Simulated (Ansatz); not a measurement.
## Collinear states of Y3V

These are results of Ansatz 0.2.0, DFT r2SCAN, scalar-relativistic, plane waves, PAW, not measurements.

```
CELL_PARAMETERS angstrom
0.00000 3.81222 3.81222
3.81222 0.00000 3.81222
3.81222 3.81222 0.00000
ATOMIC_POSITIONS crystal
Y 0.25000 0.25000 0.25000
Y 0.75000 0.75000 0.75000
Y 0.50000 0.50000 0.50000
V 0.00000 0.00000 0.00000
```

The plane-wave cutoff is 500 eV and the Γ-centred k-mesh is 10×10×10. The occupation rule is Gaussian smearing, 0.1 eV. The list of starting moments (μB, in atom order) is 0 0 0 2 and the check for lower electronic states after the SCF is off.

All runs keep this geometry, which isn't relaxed for the lowest state (largest force there 0.000 eV/Å, pressure 0.8 GPa) and needn't be a stable compound; relaxing each order can shift differences of a few meV. r2SCAN tends to overstate moments in metals, so a weak moment here may be absent in the real material. Site moments are spin moments in atom-centred spheres that scale with the neighbour distance. The states are those that the runs reached from these starts; a lower one can exist. No antiferromagnetic start is among these.

Q: Starts tried: no spin; ferromagnetic. Which state comes out lowest, and what are the moments?

A: The lowest state is ferromagnetic, reached from the start “ferromagnetic”, with site moments (μB) Y +0.08 (×2), Y -0.17, V +3.15.

```tsv
start	ends	energy above lowest (meV/atom)	site moments (μB)	gap on mesh (eV)	P (GPa)
no spin	non-magnetic	387	none over 0.05	metal	-1.9
ferromagnetic	ferromagnetic	0.00	Y +0.08 (×2), Y -0.17, V +3.15	metal	0.8
```

Cost: 2 runs of about 2.9 core-minutes in all, on Intel Xeon Processor @ 2.50GHz (Skylake/Cascade Lake) (shared hosts).